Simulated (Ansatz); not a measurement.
## Contact densities of Ag against volume

```
CELL_PARAMETERS angstrom
2.88620 0.00000 0.00000
-1.44310 2.49952 0.00000
0.00000 0.00000 10.00000
ATOMIC_POSITIONS crystal
Ag 0.33333 0.66667 0.25000
Ag 0.66667 0.33333 0.75000
Ag 0.00000 0.00000 0.00000
Ag 0.00000 0.00000 0.50000
```

Atoms are numbered in the order listed.

The geometry is COD entry 1509194, unchecked; take it as a test cell.

Theory: DFT, LDA, all-electron PAW with datasets made for the crystal, scalar-relativistic (Ansatz 0.2.0).

The runs use a Γ-centred 14×14×4 k mesh, Fermi–Dirac smearing of 0.08 eV, cutoff 260 eV (chosen by the program for this cell), no spin polarisation.

The contact density is the mean electron density over the nuclear volume; its changes follow the s electrons' response to bonding and compression. Changes below are taken from the unscaled cell, where it is 944529 e/Å³ at Ag1, 944529 e/Å³ at Ag3.

```json
{"V/V(cell)": "0.9400", "P (GPa)": "-6.1", "Δρ(0) Ag1 (e/Å³)": "?", "Δρ(0) Ag3 (e/Å³)": "?"}
{"V/V(cell)": "0.9600", "P (GPa)": "-8.1", "Δρ(0) Ag1 (e/Å³)": "2.89", "Δρ(0) Ag3 (e/Å³)": "2.93"}
{"V/V(cell)": "0.9800", "P (GPa)": "-9.8", "Δρ(0) Ag1 (e/Å³)": "1.41", "Δρ(0) Ag3 (e/Å³)": "1.43"}
{"V/V(cell)": "0.9900", "P (GPa)": "-10.5", "Δρ(0) Ag1 (e/Å³)": "0.70", "Δρ(0) Ag3 (e/Å³)": "0.71"}
{"V/V(cell)": "1.0000", "P (GPa)": "-11.2", "Δρ(0) Ag1 (e/Å³)": "0.00", "Δρ(0) Ag3 (e/Å³)": "0.00"}
{"V/V(cell)": "1.0100", "P (GPa)": "-11.9", "Δρ(0) Ag1 (e/Å³)": "-0.68", "Δρ(0) Ag3 (e/Å³)": "-0.69"}
{"V/V(cell)": "1.0200", "P (GPa)": "-12.5", "Δρ(0) Ag1 (e/Å³)": "-1.36", "Δρ(0) Ag3 (e/Å³)": "-1.38"}
{"V/V(cell)": "1.0400", "P (GPa)": "-13.5", "Δρ(0) Ag1 (e/Å³)": "-2.66", "Δρ(0) Ag3 (e/Å³)": "-2.70"}
{"V/V(cell)": "1.0600", "P (GPa)": "-14.4", "Δρ(0) Ag1 (e/Å³)": "-3.92", "Δρ(0) Ag3 (e/Å³)": "-3.96"}
```

Q: What belongs in the row "0.9400", column "Δρ(0) Ag1 (e/Å³)"?

A: 4.44.

Q: What belongs in the row "0.9400", column "Δρ(0) Ag3 (e/Å³)"?

A: 4.50.

The datasets are made afresh for each cell, so very small changes are uncertain.
